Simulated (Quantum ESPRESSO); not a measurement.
Zr3MoSc2AlRu, input and log of a self-consistent run

Simulated, not a measurement. The program is pw.x of Quantum ESPRESSO 7.5 (plane-wave density functional theory). The cell is made up: eight metal atoms on a face-centred cubic lattice, with elements, volume, strain and displacements drawn at random and not relaxed, so it may be unstable or far from any real phase. PseudoDojo standard norm-conserving files set the functional (PBE unless stated); there is no spin polarisation or spin-orbit coupling, the Fermi-Dirac width of 0.25 eV means electrons at about 2900 K, and the masses in the input are unused placeholders. A spin test at this wide smearing found no moment, but such smearing suppresses magnetism that the real alloy may have.

Input:

```
&control calculation='scf', pseudo_dir='./dojo.nc.sr.pbe.v0_5.standard.upf', outdir='./o', disk_io='minimal', tprnfor=.true., tstress=.true. /
&system ibrav=0, nat=8, ntyp=5, nbnd=63, ecutwfc=84.00895049, nosym=.true., tot_charge=0,
 occupations='smearing', smearing='fd', degauss=0.0183746611
/
&electrons conv_thr=1.470e-08, electron_maxstep=70, mixing_beta=0.5 /
ATOMIC_SPECIES
Al 1.0 Al.upf
Mo 1.0 Mo.upf
Ru 1.0 Ru.upf
Sc 1.0 Sc.upf
Zr 1.0 Zr.upf
CELL_PARAMETERS angstrom
0.0081 4.3457 4.4593
4.389 0.0157 4.4518
4.3967 4.3459 0.008
ATOMIC_POSITIONS angstrom
Zr 0.0032 0.0213 -0.0391
Mo 2.2207 2.1759 -0.0059
Sc 2.1947 0.0275 2.2108
Sc 4.3474 2.2261 2.2316
Zr -0.0312 2.2015 2.1762
Al 2.1875 4.3841 2.2303
Ru 2.1561 2.1818 4.473
Zr 4.3598 4.3525 4.4411
K_POINTS automatic
5 5 5 1 1 1
```

The log is shortened where brackets say so; the opening notice, blank lines, dates and the lines on written files are dropped, and the path of the files is cut. It prints rydbergs, bohrs and kilobars, and counts compression as positive stress. Its total energy is the free energy E - TS of the whole cell.

```
     Program PWSCF v.7.5
     Parallel version (MPI & OpenMP), running on       4 processor cores
     Number of MPI processes:                 4
     Threads/MPI process:                     1
     [start-up lines left out]
     bravais-lattice index     =            0
     lattice parameter (alat)  =      11.7666  a.u.
     unit-cell volume          =    1143.8403 (a.u.)^3
     number of atoms/cell      =            8
     number of atomic types    =            5
     number of electrons       =        91.00
     number of Kohn-Sham states=           63
     kinetic-energy cutoff     =      84.0090  Ry
     charge density cutoff     =     336.0358  Ry
     scf convergence threshold =      1.5E-08
     mixing beta               =       0.5000
     number of iterations used =            8  plain     mixing
     Exchange-correlation= PBE
                           (   1   4   3   4   0   0   0)
     [axes and pseudopotential details left out]
   Cartesian axes
     site n.     atom                  positions (alat units)
         1        Zr     tau(   1) = (   0.0005139   0.0034208  -0.0062795  )
         2        Mo     tau(   2) = (   0.3566474   0.3494524  -0.0009475  )
         3        Sc     tau(   3) = (   0.3524717   0.0044165   0.3550574  )
         4        Sc     tau(   4) = (   0.6981982   0.3575146   0.3583979  )
         5        Zr     tau(   5) = (  -0.0050108   0.3535638   0.3495006  )
         6        Al     tau(   6) = (   0.3513154   0.7040923   0.3581891  )
         7        Ru     tau(   7) = (   0.3462725   0.3504000   0.7183697  )
         8        Zr     tau(   8) = (   0.7001897   0.6990173   0.7132466  )
     number of k points=    63  Fermi-Dirac smearing, width (Ry)=  0.0184
                       cart. coord. in units 2pi/alat
        k(    1) = (   0.0708038   0.0715152   0.0698097), wk =   0.0320000
        k(    2) = (   0.2124266   0.2150455  -0.0703214), wk =   0.0320000
     [further k points left out]
     Dense  grid:   118983 G-vectors     FFT dimensions: (  72,  72,  72)
     Estimated max dynamical RAM per process >     430.78 MB
     Estimated total dynamical RAM >       1.60 GB
     Initial potential from superposition of free atoms
     starting charge      90.9830, renormalised to      91.0000
     Starting wfcs are   74 randomized atomic wfcs
     total cpu time spent up to now is        8.8 secs
     per-process dynamical memory:   344.2 Mb
     Self-consistent Calculation
     iteration #  1     ecut=    84.01 Ry     beta= 0.50
     Davidson diagonalization with overlap
     ethr =  1.00E-02,  avg # of iterations =  2.6
     total cpu time spent up to now is       27.3 secs
     total energy              =    -843.51105972 Ry
     estimated scf accuracy    <       2.06583386 Ry
     iteration #  2     ecut=    84.01 Ry     beta= 0.50
     Davidson diagonalization with overlap
     ethr =  2.27E-03,  avg # of iterations =  4.7
     total cpu time spent up to now is       49.7 secs
     total energy              =    -843.56656389 Ry
     estimated scf accuracy    <      17.34682245 Ry
     iteration #  3     ecut=    84.01 Ry     beta= 0.50
     Davidson diagonalization with overlap
     ethr =  2.27E-03,  avg # of iterations =  2.3
     total cpu time spent up to now is       67.2 secs
     total energy              =    -844.69883319 Ry
     estimated scf accuracy    <       1.62081013 Ry
     iteration #  4     ecut=    84.01 Ry     beta= 0.50
     Davidson diagonalization with overlap
     ethr =  1.78E-03,  avg # of iterations =  1.1
     total cpu time spent up to now is       82.0 secs
     total energy              =    -844.69907155 Ry
     estimated scf accuracy    <       0.46114357 Ry
     iteration #  5     ecut=    84.01 Ry     beta= 0.50
     Davidson diagonalization with overlap
     ethr =  5.07E-04,  avg # of iterations =  2.6
     total cpu time spent up to now is       98.3 secs
     total energy              =    -844.71342813 Ry
     estimated scf accuracy    <       0.06231364 Ry
     [iterations 6 to 12 left out]
     iteration # 13     ecut=    84.01 Ry     beta= 0.50
     Davidson diagonalization with overlap
     ethr =  5.77E-09,  avg # of iterations =  2.6
     total cpu time spent up to now is      252.8 secs
     total energy              =    -844.73449864 Ry
     estimated scf accuracy    <       0.00000219 Ry
     iteration # 14     ecut=    84.01 Ry     beta= 0.50
     Davidson diagonalization with overlap
     ethr =  2.41E-09,  avg # of iterations =  2.0
     total cpu time spent up to now is      268.7 secs
     total energy              =    -844.73449889 Ry
     estimated scf accuracy    <       0.00000022 Ry
     iteration # 15     ecut=    84.01 Ry     beta= 0.50
     Davidson diagonalization with overlap
     ethr =  2.44E-10,  avg # of iterations =  5.6
     total cpu time spent up to now is      289.4 secs
     total energy              =    -844.73449892 Ry
     estimated scf accuracy    <       0.00000027 Ry
     iteration # 16     ecut=    84.01 Ry     beta= 0.50
     Davidson diagonalization with overlap
     ethr =  2.44E-10,  avg # of iterations =  1.7
     total cpu time spent up to now is      304.6 secs
     total energy              =    -844.73449894 Ry
     estimated scf accuracy    <       0.00000002 Ry
     iteration # 17     ecut=    84.01 Ry     beta= 0.50
     Davidson diagonalization with overlap
     ethr =  2.14E-11,  avg # of iterations =  5.2
     total cpu time spent up to now is      324.4 secs
     End of self-consistent calculation
     [lines on levels left out]
!    total energy              =    -844.73449894 Ry
     estimated scf accuracy    <          5.5E-09 Ry
     smearing contrib. (-TS)   =      -0.15375350 Ry
     internal energy E=F+TS    =    -844.58074544 Ry
     The total energy is F=E-TS. E is the sum of the following terms:
     one-electron contribution =    -263.10575287 Ry
     hartree contribution      =     164.25812301 Ry
     xc contribution           =    -149.06970828 Ry
     ewald contribution        =    -596.66340731 Ry
     convergence has been achieved in  17 iterations
     Forces acting on atoms (cartesian axes, Ry/au):
     atom    1 type  5   force =     0.00031641   -0.00219885    0.00839849
     atom    2 type  2   force =    -0.00243401    0.00254474   -0.00219829
     atom    3 type  4   force =    -0.00818717    0.00238419    0.00129941
     atom    4 type  4   force =     0.00381901   -0.00664307   -0.00431960
     atom    5 type  5   force =     0.00485877   -0.00877282    0.00470438
     atom    6 type  1   force =    -0.00248415    0.00037222   -0.00612987
     atom    7 type  3   force =     0.00051372    0.00229532   -0.00348845
     atom    8 type  5   force =     0.00359743    0.01001827    0.00173393
     Total force =     0.023347     Total SCF correction =     0.000277
     Computing stress (Cartesian axis) and pressure
          total   stress  (Ry/bohr**3)                   (kbar)     P=      -69.87
  -0.00064810  -0.00000961   0.00002348          -95.34       -1.41        3.45
  -0.00000961  -0.00043979  -0.00001431           -1.41      -64.69       -2.10
   0.00002348  -0.00001431  -0.00033698            3.45       -2.10      -49.57
     init_run     :      8.32s CPU      8.67s WALL (       1 calls)
     electrons    :    313.92s CPU    315.64s WALL (       1 calls)
     forces       :      2.17s CPU      2.21s WALL (       1 calls)
     stress       :      7.34s CPU      7.56s WALL (       1 calls)
     [timing details left out]
     PWSCF        :   5m31.93s CPU   5m34.28s WALL
     JOB DONE.
```

In other units: free energy -11493.198 eV for the cell, pressure -6.99 GPa, largest force component 0.258 eV/Å in size. The run took 336 s of wall time with four MPI processes on a shared machine (Intel Xeon, 2023 or later, virtual cores), so the time is rough. A rerun of this cell at a higher cutoff and on a denser mesh moved values by no more than 0.002 eV in energy, 0.02 GPa in stress and 0.003 eV/Å in force, and a second program with other atomic files agreed on that cell to 2 % rms in force and 0.5 GPa in pressure.